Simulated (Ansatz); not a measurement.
Si2Ni:
```
Si2Ni
1.0
    0.00000     2.69414     2.69414
    2.69414     0.00000     2.69414
    2.69414     2.69414     0.00000
Si Ni
2 1
Direct
  0.25000   0.25000   0.25000
  0.75000   0.75000   0.75000
  0.00000   0.00000   0.00000
```

Relaxed with PBEsol.

### Question
Which orbitals make up the states near the Fermi level in the program Ansatz at the PBEsol level (PAW)?

### Answer
Within 0.5 eV of the Fermi level: Ni 3d 33 %, Si 3p 30 %, Si 3s 29 %, outside the projected shells 7 %. Projections are on Löwdin-orthogonalised atomic valence shells; empty p or d shells of many metals are not among them.

### Question
Tabulate the density of states.

### Answer
States/eV per cell of 3 atoms, in 0.25 eV bins, energy from the Fermi level.

| E (eV) | total | Ni 3d | Si 3p | Si 3s |
|---|---|---|---|---|
| -7.85 | 0.75 | 0.15 | 0.27 | 0.31 |
| -7.60 | 0.87 | 0.19 | 0.33 | 0.31 |
| -7.35 | 0.85 | 0.19 | 0.36 | 0.26 |
| -7.10 | 0.80 | 0.17 | 0.39 | 0.18 |
| -6.85 | 0.75 | 0.17 | 0.39 | 0.15 |
| -6.60 | 0.84 | 0.20 | 0.47 | 0.12 |
| -6.35 | 0.90 | 0.24 | 0.52 | 0.11 |
| -6.10 | 1.02 | 0.29 | 0.58 | 0.10 |
| -5.85 | 1.19 | 0.37 | 0.66 | 0.09 |
| -5.60 | 1.47 | 0.54 | 0.78 | 0.09 |
| -5.35 | 2.71 | 1.32 | 1.22 | 0.09 |
| -5.10 | 3.61 | 1.93 | 1.48 | 0.10 |
| -4.85 | 3.30 | 1.99 | 1.17 | 0.07 |
| -4.60 | 2.05 | 1.12 | 0.83 | 0.05 |
| -4.35 | 2.71 | 1.76 | 0.79 | 0.07 |
| -4.10 | 2.05 | 1.48 | 0.46 | 0.04 |
| -3.85 | 3.52 | 2.91 | 0.47 | 0.03 |
| -3.60 | 6.23 | 5.54 | 0.43 | 0.03 |
| -3.35 | 5.84 | 5.26 | 0.32 | 0.05 |
| -3.10 | 2.79 | 2.29 | 0.29 | 0.06 |
| -2.85 | 2.20 | 1.55 | 0.46 | 0.07 |
| -2.60 | 2.19 | 1.38 | 0.61 | 0.07 |
| -2.35 | 2.25 | 1.27 | 0.77 | 0.07 |
| -2.10 | 1.72 | 0.79 | 0.75 | 0.07 |
| -1.85 | 1.42 | 0.53 | 0.72 | 0.06 |
| -1.60 | 1.20 | 0.37 | 0.67 | 0.06 |
| -1.35 | 0.87 | 0.25 | 0.48 | 0.05 |
| -1.10 | 0.67 | 0.18 | 0.36 | 0.05 |
| -0.85 | 0.53 | 0.13 | 0.28 | 0.05 |
| -0.60 | 0.43 | 0.10 | 0.23 | 0.05 |
| -0.35 | 0.62 | 0.21 | 0.19 | 0.17 |
| -0.10 | 0.81 | 0.29 | 0.21 | 0.24 |
| 0.15 | 0.96 | 0.32 | 0.27 | 0.29 |
| 0.40 | 1.13 | 0.34 | 0.36 | 0.34 |
| 0.65 | 1.25 | 0.32 | 0.45 | 0.36 |
| 0.90 | 1.47 | 0.31 | 0.61 | 0.40 |
| 1.15 | 1.60 | 0.27 | 0.72 | 0.45 |
| 1.40 | 1.17 | 0.17 | 0.52 | 0.29 |
| 1.65 | 0.60 | 0.09 | 0.23 | 0.09 |
| 1.90 | 0.57 | 0.09 | 0.25 | 0.03 |
| 2.15 | 2.02 | 0.33 | 1.13 | 0.20 |
| 2.40 | 1.92 | 0.25 | 1.03 | 0.23 |
| 2.65 | 1.75 | 0.17 | 0.89 | 0.19 |
| 2.90 | 1.42 | 0.13 | 0.72 | 0.18 |
| 3.15 | 1.32 | 0.11 | 0.69 | 0.17 |
| 3.40 | 0.99 | 0.07 | 0.53 | 0.15 |
| 3.65 | 1.09 | 0.07 | 0.57 | 0.15 |
| 3.90 | 1.74 | 0.10 | 0.85 | 0.17 |
| 4.15 | 1.54 | 0.08 | 0.77 | 0.14 |
| 4.40 | 1.51 | 0.07 | 0.76 | 0.13 |
| 4.65 | 1.60 | 0.06 | 0.80 | 0.12 |

Space group Fm-3m (fluorite or antifluorite type). Symmetry was held in the PBEsol relaxation; of distortions, only those at the zone centre were tested. The run is not spin-polarised.

Potentials: the earlier of the program's two PAW sets.
